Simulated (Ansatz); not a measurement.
K2TeCl6:
```xyz
9
Lattice="0.0000 5.0876 5.0876 5.0876 0.0000 5.0876 5.0876 5.0876 0.0000" Properties=species:S:1:pos:R:3 pbc="T T T"
K      7.6314     7.6314     7.6314
K      2.5438     2.5438     2.5438
Te     0.0000     0.0000     0.0000
Cl     5.0876     5.0876     2.5438
Cl     5.0876     5.0876     7.6313
Cl     2.5438     5.0876     5.0876
Cl     7.6313     5.0876     5.0876
Cl     5.0876     2.5438     5.0876
Cl     5.0876     7.6313     5.0876
```

Relaxed with r²SCAN. Special points in fractions of this cell's reciprocal vectors: Γ (0.000, 0.000, 0.000); X (0.500, 0.000, 0.500); U (0.625, 0.250, 0.625); K (0.375, 0.375, 0.750); L (0.500, 0.500, 0.500); W (0.500, 0.250, 0.750).

### Question
List the band energies nearest the valence-band maximum at these points for plane-wave PAW r²SCAN with spin–orbit coupling (Ansatz code).

### Answer
In eV from the valence-band maximum; about four levels below and three above (degenerate sets whole), none deeper than 8.9 eV; points with the same levels are listed once.

| k | below | above |
|---|---|---|
| Γ | -1.07 -1.07 -1.07 -1.07 | 2.70 2.70 3.33 3.33 3.33 3.33 |
| X | -1.10 -1.10 0.00 0.00 | 3.09 3.09 3.69 3.69 |
| U | -1.24 -1.24 -0.02 -0.02 | 3.04 3.04 3.68 3.68 |
| L | -1.39 -1.39 -1.39 -1.39 -0.26 -0.26 | 2.59 2.59 3.66 3.66 |
| W | -1.39 -1.39 0.00 0.00 | 3.09 3.09 3.72 3.72 |

Space group Fm-3m. The workflow started from a Materials Project entry (that database holds measured and hypothetical structures alike); the Crystallography Open Database copy checked does not list it. COD files the formula under space group No. 139, so this cell is another polymorph or a model. Its standing as an ambient phase is unchecked. The r²SCAN relaxation kept the symmetry of its start; whether a distortion lowers the energy is not shown.

Potentials: the later of the program's two PAW sets.
